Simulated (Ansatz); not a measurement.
## SiO2 with phosphorus replacing Si, one structure, two calculations

Cell: a supercell of SiO2 (quartz type, P3_221) built from a refined structure from the COD, with the ions relaxed around the defect (PBE).

```xyz
36
Lattice="-7.3745 4.2577 5.4084 7.3745 -4.2577 5.4084 2.4582 4.2577 -5.4084" Properties=species:S:1:pos:R:3 pbc="T T T"
P     2.2718   -0.2042    3.5630
Si   -5.0604    4.3291    3.6576
Si   -0.2158    4.2552    3.6164
Si   -0.1191    4.2351   -1.7910
Si   -1.1814    2.0368    1.8445
Si   -1.1218    1.9371    7.2135
Si   -3.6357    6.3465    1.6656
Si    3.8078    1.9751    1.8768
Si    1.3097    2.2724    0.0731
Si    1.2717    2.0993    5.3079
Si   -3.5766    2.2586    5.4100
Si    3.7639   -1.9442    5.4525
O     1.2872    0.9229    4.1535
O     1.2718    1.1015   -1.0538
O     6.2907    1.2098   -1.1510
O    -1.0884    5.3740   -1.1567
O     3.3241    0.6086    2.6533
O    -4.1222    5.1120    2.5913
O     0.7492    4.8166    2.4297
O     0.7757    4.8652   -2.9907
O     2.8147    2.4049    0.6650
O     2.7991    2.2981    5.7731
O    -2.0976    2.4991    6.0379
O     5.2640   -1.7254    6.0226
O     0.3322    1.8891    1.3009
O     0.3399    1.6294    6.5577
O    -2.1128    6.0284    1.1963
O     5.2743    1.7047    1.2321
O    -1.2564    3.1610    3.0179
O     6.3527   -1.2196    2.9974
O     3.6252    3.5576   -3.0092
O     3.8699    3.1913    2.9406
O     0.7233    3.5052    4.7157
O     0.8675    3.6738   -0.6206
O     3.2501   -0.4588    4.9666
O    -4.0916    3.6650    4.7834
```

Atoms are numbered from 1 in the order listed; like atoms form one site, named after its first atom.

First run. Method: Kohn–Sham DFT in Ansatz, PBE, plane waves and PAW, scalar-relativistic, collinear spin, 420 eV cutoff, Γ-centred 3×3×4 k-points, Fermi–Dirac smearing 0.01 eV. Start moments as typed (μB): 1 on each P, none on the rest.

```
site  atom  V_zz (10²¹ V/m²)     η  m (μB)
   P     1             -7.23  0.53    0.12
 Si2     2             -0.74  0.51    0.00
 Si7     7              0.45  0.72    0.00
Si10    10             -1.43  0.68    0.00
 O13    13             12.95  0.05    0.01
 O14    14              9.04  0.30    0.00
 O17    17             13.59  0.23    0.02
 O18    18             10.20  0.06    0.00
 O21    21              9.52  0.25    0.00
 O24    24              8.81  0.31    0.00
 O31    31              9.22  0.52    0.16
 O32    32              9.75  0.19    0.00
 O35    35              9.72  0.57    0.16
 O36    36              9.60  0.21    0.00
```

Second run. The same atoms and settings, except that the functional is r2SCAN and the cutoff is 500 eV.

Task: Given the first result, estimate the second.

Result: 

```tsv
site	atom	V_zz	η	change of V_zz	m (μB)
P	1	-7.63	0.47	-0.40	0.12
Si2	2	-0.70	0.45	+0.04	0.00
Si7	7	0.46	0.55	+0.01	0.00
Si10	10	-1.43	0.71	0.00	0.00
O13	13	13.13	0.05	+0.18	0.01
O14	14	8.90	0.30	-0.14	0.00
O17	17	13.74	0.23	+0.15	0.02
O18	18	10.07	0.07	-0.13	0.00
O21	21	9.39	0.25	-0.13	0.00
O24	24	8.67	0.31	-0.14	0.00
O31	31	9.26	0.50	+0.04	0.17
O32	32	9.62	0.20	-0.13	0.00
O35	35	9.80	0.54	+0.08	0.17
O36	36	9.46	0.22	-0.14	0.00
```

The largest change of V_zz is on P, from -7.23 to -7.63. In per cent, |V_zz| changes by +6 on P, -5 to 0 on Si, -2 to +1 on O (all sites that start above 0.5). Where |V_zz| stays above 0.1, η moves most on Si7, from 0.72 to 0.55. The table leaves out 22 of the 36 sites, with |V_zz| up to 9.90; their tensors move by 0.14 at most along any direction. The statements above cover all sites.

The defect repeats with the cell of 36 atoms, so it feels its images: sites between two images don't show the values beside a lone defect, and zeros or small values of η there can come from the images' arrangement. O and Si carry a gradient in the pure host already, so the values there aren't the defect's effect alone. The run lost most of its start moments on P; a state with other moments may lie lower.
For the second run: The program didn't check the stability of this electronic state in full, so a lower one may lie near.
